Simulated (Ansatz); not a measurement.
**LuHOF single point**

Input file of Ansatz 0.2.0:

```yaml
crystal:
  lattice:
    - [10.879004, 0.0, 0.0]
    - [0.0, 3.299496, 0.0]
    - [0.0, 0.0, 5.021789]
  atoms:
    - { symbol: Lu, position: [0.1322, 0.75, 0.5109] }
    - { symbol: Lu, position: [0.3678, 0.25, 0.0109] }
    - { symbol: Lu, position: [0.6322, 0.75, 0.9891] }
    - { symbol: Lu, position: [0.8678, 0.25, 0.4891] }
    - { symbol: O, position: [0.4517, 0.75, 0.7816] }
    - { symbol: O, position: [0.0483, 0.25, 0.2816] }
    - { symbol: O, position: [0.9517, 0.75, 0.7184] }
    - { symbol: O, position: [0.5483, 0.25, 0.2184] }
    - { symbol: H, position: [0.9247, 0.75, 0.916] }
    - { symbol: H, position: [0.5753, 0.25, 0.416] }
    - { symbol: H, position: [0.4247, 0.75, 0.584] }
    - { symbol: H, position: [0.0753, 0.25, 0.084] }
    - { symbol: F, position: [0.2047, 0.25, 0.7473] }
    - { symbol: F, position: [0.2953, 0.75, 0.2473] }
    - { symbol: F, position: [0.7047, 0.25, 0.7527] }
    - { symbol: F, position: [0.7953, 0.75, 0.2527] }
  symmetry: { tolerance: 0.0003 }
kpoints:
  mp_grid: { grid: [3, 10, 7], shift: [0, 0, 0] }
magnetization:
  spin_polarized: false
scf:
  occupations: { method: fermi_dirac }
  lower_state_search: "off"
  max_iter: 200
hamiltonian:
  pseudopotentials: { kind: paw }
  xc: r2scan
basis:
  ecutwfc: 500
  fft_grid_basis: typed
output:
  forces: true
  stress: true
  eigenvalues: true
  bader: true
  populations: true
  elf: true
  write_potential: true
  volumetric_format: npy
  dos:
    e_range: [-12, 8]
    de: 0.05
    projected: { site_lists: { F: [F], H: [H], Lu: [Lu], O: [O] } }
checkpoint:
  read: saved_state
```

Command:

```sh
ansatz run input.yaml --threads 1 --pin off --max-ram 2560MiB --backend cpu --events-out ev --progress --plain --runs-dir out
```

The saved state is an earlier solution for the same cell, perhaps on another mesh. 

Excerpt of what it printed:

```
Lu: projections on atomic orbitals take those of the free atom [Kr 4d10] 4f14 5s2 5p6 5d1 6s2, of charge +0.00 (hamiltonian.pseudopotentials.projection_atoms); the dataset's partial waves leave at most 5.1e-5 of an orbital's norm unspanned inside its sphere
Pseudopotentials: kind: paw
Pseudopotential: Lu, paw, valence charge 25, recommended cutoff 500 eV (meta_gga), Lu.paw.azcp
Pseudopotential: O, paw, valence charge 6, recommended cutoff 500 eV (meta_gga), O.paw.azcp
Pseudopotential: H, paw, valence charge 1, recommended cutoff 500 eV (meta_gga), H.paw.azcp
Pseudopotential: F, paw, valence charge 7, recommended cutoff 500 eV (meta_gga), F.paw.azcp
Functional definition: r2SCAN
  exchange = r2scan_x(k0 = k0, k1 = k1, a1 = a1)
  correlation = r2scan_c
Crystal: 16 atoms, lattice volume = 180.258 Å³
Basis set: ecut = 500 eV, 4549 PW (Γ), exchange–correlation on 320×100×160 points (64 copies of the dense FFT grid, shifted against one another)
Bands: 94, of which v1, the nominal top of the filled ones, is band 78 counted from 1 (77 counted from 0)
Symmetry: 8 space group operations
Space group: Pnma (ITA 62), of the structure as read, at distance tolerance 1.7e-3 Å
k-points: 48 of 210
Initial density: read from a saved state, or passed on in memory by an earlier SCF of this step, an earlier step, the calling program or the single point that the run made first
Functional: x = r2scan, c = r2scan; τ floored in thin density (d = 2e-4 eV/Å³)
SCF iter   1: F=-64565.0825 eV  Δρ=1.37e-3  dr2=1.67e-3  dr2_τ=1.22e-3
SCF iter   2: F=-64565.0831 eV  Δρ=5.78e-4  dr2=5.19e-4  dr2_τ=3.47e-5
SCF iter   3: F=-64565.0833 eV  Δρ=2.90e-4  dr2=1.83e-4  dr2_τ=9.37e-6
SCF iter   4: F=-64565.0833 eV  Δρ=1.41e-4  dr2=4.22e-5  dr2_τ=1.79e-6
SCF iter   5: F=-64565.0829 eV  Δρ=5.66e-5  dr2=9.48e-6  dr2_τ=3.53e-7
SCF iter   6: F=-64565.0829 eV  Δρ=1.76e-5  dr2=8.63e-7  dr2_τ=4.22e-8
SCF iter   7: F=-64565.0829 eV  Δρ=5.44e-6  dr2=4.42e-8  dr2_τ=6.63e-9
Free energy (F): -64565.0829 eV
Harris-Foulkes:  -64565.0829 eV  (|F-HF|=2.59e-8)
Internal energy: -64564.8071 eV  (E = F + TS)
E sigma→0 (E₀):  -64564.9450 eV
Entropy (-TS):   -0.2759 eV (-17.242 meV/atom)
Fermi energy:    14.3772 eV
--- Per-component energies (eV) ---
  E_band       = -280.0478
  E_kinetic    = 3302.5598
  E_local      = -33528.7001  (includes V_loc(G=0)·N_el)
  E_nonlocal   = 2775.4402
  E_hartree    = 14075.4838
  E_xc         = -1513.6457
  E_vxc        = -2119.7186  (∫ρ·V_xc dr)
  E_paw        = -30995.3439  (= ΣΔE_a)
  E_vpaw       = 1011.5925  (= ΣTr[D̂ρ^β])
  E_aug_tail   = 0.0066  (compensation charges beyond the density's cutoff)
  E_vtau       = 127.7883  (kinetic-family band-sum trace: ∫τ·v_τ [+ j·A + Jᵃ·Aᵃ] dr)
  E_ewald      = -18683.0646
  E_core_change = 2.4568  (= ΣΔE_core)
  E_smearing   = -0.2759  (= −TS)
--- Forces (eV/Å), atoms counted from 1 ---
  atom   1  Lu    -0.5888     0.0000    -0.0778
  atom   2  Lu     0.5888     0.0000    -0.0778
  atom   3  Lu    -0.5888     0.0000     0.0778
  atom   4  Lu     0.5888     0.0000     0.0778
  atom   5  O     -0.7311     0.0000    -1.9175
  atom   6  O      0.7311     0.0000    -1.9175
  atom   7  O     -0.7311     0.0000     1.9175
  atom   8  O      0.7311     0.0000     1.9175
  atom   9  H      0.7193     0.0000    -1.2366
  atom  10  H     -0.7193     0.0000    -1.2366
  atom  11  H      0.7193     0.0000     1.2366
  atom  12  H     -0.7193     0.0000     1.2366
  atom  13  F      0.4503     0.0000     0.4916
  atom  14  F     -0.4503     0.0000     0.4916
  atom  15  F      0.4503     0.0000    -0.4916
  atom  16  F     -0.4503     0.0000    -0.4916
--- Stress (GPa, compression-positive) ---
       12.0361       0.0000       0.0000
        0.0000      19.4093       0.0000
        0.0000       0.0000       8.1154
  P = ⅓ Tr σ = 13.1870 GPa (131.870 kbar)
--- Löwdin populations: 16 sites ---
  site symbol       q [e]
     0     Lu     24.1762
     1     Lu     24.1762
     2     Lu     24.1762
     3     Lu     24.1762
     4      O      6.6357
     5      O      6.6357
     6      O      6.6357
     7      O      6.6357
     8      H      0.6906
     9      H      0.6906
    10      H      0.6906
    11      H      0.6906
    12      F      7.3946
    13      F      7.3946
    14      F      7.3946
    15      F      7.3946
  spilling = 0.0026 (of n_electrons = 156.0000)
--- Bader charges: 16 sites ---
  site symbol  charge [e]  shift [e]
     0     Lu      1.9323     0.0017
     1     Lu      1.9323     0.0017
     2     Lu      1.9323     0.0017
     3     Lu      1.9323     0.0017
     4      O     -1.4754     0.0014
     5      O     -1.4754     0.0014
     6      O     -1.4754     0.0014
     7      O     -1.4754     0.0014
     8      H      0.5052     0.0004
     9      H      0.5051     0.0004
    10      H      0.5052     0.0004
    11      H      0.5052     0.0004
    12      F     -0.9621     0.0007
    13      F     -0.9621     0.0007
    14      F     -0.9621     0.0007
    15      F     -0.9621     0.0007
```

Origin: a known structure type with other elements, at an estimated volume, so it need not be a known compound. Caveats: many states at the Fermi level without spin polarisation, so a magnetic state may lie lower; atoms or cell far from equilibrium.

It took 8.8 min on 1 thread of Arm Neoverse N1, with other jobs on the host, peak memory 1.2 GiB, starting from a saved density.
